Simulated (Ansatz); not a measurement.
The calculation used DFT PBE, scalar-relativistic, plane waves, PAW (Ansatz). Cutoff 420 eV, Γ-centred 12×12×6 mesh (6-atom cell), Gaussian smearing of 0.10 eV, no spin polarisation.

Energies over the elements count from the elements' standard structures at the same level, with no fitted energy shifts.

Q: Propose a candidate for a trigonal metal made of B, Nb and Ti, with a formation energy near −0.44 eV/atom and about 12 Å³ per atom, in a cell of 6 atoms.

A: Ti2NbB3, space group P-3m1 (No. 164). Ti is surrounded by 6 B at 2.27–2.28 Å, 9 Ti at 3.18–3.23 Å and 3 Nb at 3.24 Å; Nb has 6 B at 2.29 Å, 6 Nb at 3.23 Å and 6 Ti at 3.24 Å; B on a site of symmetry 3m has 3 Ti at 2.28 Å and 3 Nb at 2.29 Å; around B on a site of symmetry -3m lie 6 Ti at 2.27 Å.

```
Ti Nb B
1.0
     3.22593    0.00000    0.00000
    -1.61297    2.79374    0.00000
     0.00000    0.00000    7.88080
Ti Nb B
2 1 3
Direct
  0.66667 0.33333 0.66387
  0.33333 0.66667 0.33613
  0.00000 0.00000 0.00000
  0.66667 0.33333 0.17001
  0.33333 0.66667 0.82999
  0.00000 0.00000 0.50000
```

- Volume per atom: 11.84 Å³
- Density: 5.17 g/cm³
- Formation energy: −0.44 eV/atom
- Gap on the 12×12×6 mesh of the 6-atom cell: 0 eV (a metal)

It was reached by relaxing an invented guess, and it needn't be the stable form of this composition. The answer needn't be unique; the calculation gave this one.

Symmetry constrained the relaxation, so the result can be a saddle point.
